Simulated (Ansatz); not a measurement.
TaRh3:
```cif
data_Rh3Ta
_chemical_formula_sum 'Ta1 Rh3'
_space_group_name_H-M_alt 'Pm-3m'
_space_group_IT_number 221
_space_group_name_Hall '-P 4 2 3'
_cell_length_a 3.81975
_cell_length_b 3.81975
_cell_length_c 3.81975
_cell_angle_alpha 90.000
_cell_angle_beta 90.000
_cell_angle_gamma 90.000
loop_
_atom_site_label
_atom_site_type_symbol
_atom_site_symmetry_multiplicity
_atom_site_Wyckoff_symbol
_atom_site_fract_x
_atom_site_fract_y
_atom_site_fract_z
_atom_site_occupancy
Ta1 Ta 1 a 0.00000 0.00000 0.00000 1
Rh1 Rh 3 c 0.00000 0.50000 0.50000 1
```

This is the LDA-relaxed structure.

**Question.** All from LDA in the plane-wave PAW code Ansatz, unless another level is named. Estimate the highest zone-centre frequency.

**Answer.** 233 cm⁻¹.

**Question.** And the Young's modulus?

**Answer.** 449 GPa.

**Question.** Next, the elastic constants (relaxed ions, GPa)?

**Answer.** C11 = 487, C12 = 223, C44 = 218.

The first step of the workflow began from a Materials Project structure, measured or hypothetical; the Crystallography Open Database files this formula in space group No. 221, but the cells were not matched. Its standing as an ambient phase is unchecked. The LDA relaxation kept the symmetry of its start; of distortions, only those at the zone centre were tested. No spin polarisation was allowed. As this level gives no gap, shear constants depend on the k-mesh and smearing (Fermi–Dirac, 0.1 eV here). As this level gives no gap, phonon frequencies hold no LO–TO term and depend on the k-mesh and smearing (Fermi–Dirac, 0.1 eV here). Spin–orbit coupling is left out wherever it is not named.

Potentials: the later of the program's two PAW sets.
